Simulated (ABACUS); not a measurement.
Consider a self-consistent single point of TePb2S (P1, 4 atoms in the cell; from Materials Project mp-1217283, changed as shown).

```
CELL_PARAMETERS angstrom
      2.24508     1.29620     7.33539
     -2.24508     1.29620     7.33539
      0.00000    -2.59240     7.33539
ATOMIC_POSITIONS crystal
  Te 0.49534 0.50451 0.48885
  Pb 0.74289 0.73569 0.74788
  Pb 0.24801 0.26959 0.26104
  S  0.01376 0.99022 0.00222
```

Method: LDA (PW92), numerical atomic orbitals SZP (confined pseudo-atomic orbitals with Gaussian additions; energy shift 0.01 Ry), PseudoDojo 0.4 standard norm-conserving LDA (tails mended) pseudopotentials run with ABACUS.

ABACUS settings:

```
setting                                                               value
---------------  ----------------------------------------------------------
basis                   SZP numerical atomic orbitals, energy shift 0.01 Ry
KPT                                                       Gamma 8 8 8 0 0 0
basis_type                                                             lcao
dft_functional                                                        PWLDA
ecutwfc                                                              100 Ry
smearing_method                                                          fd
smearing_sigma                                                0.00146997 Ry
potentials       PseudoDojo 0.4 standard norm-conserving LDA (tails mended)
symmetry                                                                  1
symmetry_prec                                                         1e-05
ks_solver                                                           genelpa
scf_nmax                                                                100
scf_thr                                                             1.0e-06
mixing_type                                                         broyden
mixing_beta                                                             0.7
```

Results:

- Number of valence electrons = 50
- Number of bands = 35
- Number of k-points after the program's reduction = 260
- Size of the basis = 72
- Number of SCF iterations = 9
- Free energy E − TS = -6970.3166 eV
- Top of the valence band (on the code's own zero) = 7.59 eV
- Gap on the k-point mesh = 0.67 eV
- Pressure = -6.34 GPa
- Largest force (vector length) = 0.402 eV/Å

Forces (eV/Å):
| atom | Fx | Fy | Fz |
|---|---|---|---|
| Te1 | 0.144 | -0.078 | 0.368 |
| Pb2 | -0.087 | 0.044 | -0.093 |
| Pb3 | 0.036 | -0.028 | 0.006 |
| S4 | -0.093 | 0.061 | -0.280 |

Stress (GPa, positive for compression):
```
-6.48   0.16   0.07
 0.16  -6.36  -0.07
 0.07  -0.07  -6.19
```

Gaps are taken between levels on the mesh.

For comparison: a first run was changed to give this one (atoms moved at random), and from it to this one the free energy goes up by 7.0 meV/atom, the pressure goes from -6.48 to -6.34 GPa, the largest force goes from under 0.1 to 0.40 eV/Å and the gap on the mesh moves little (0.666 to 0.667 eV).

Spin-orbit coupling is left out, which matters for bands and gaps with elements this heavy. The atom-centred basis is finite, which shifts total energies, pressures, gaps and forces against plane waves. A single-zeta basis is rough, for pressures and forces above all. The structure comes from a collection of computed structures, made at another level of theory; the collection holds predicted forms beside known ones. Its lattice was then scaled.

Cost on one core: roughly 30 core-seconds.

The atomic orbitals were generated for these runs; they are not ABACUS's published sets and were checked against plane waves on a few crystals only.

“Tails mended”: in these copies of the files the far tail of each local potential was reset to the Coulomb form.
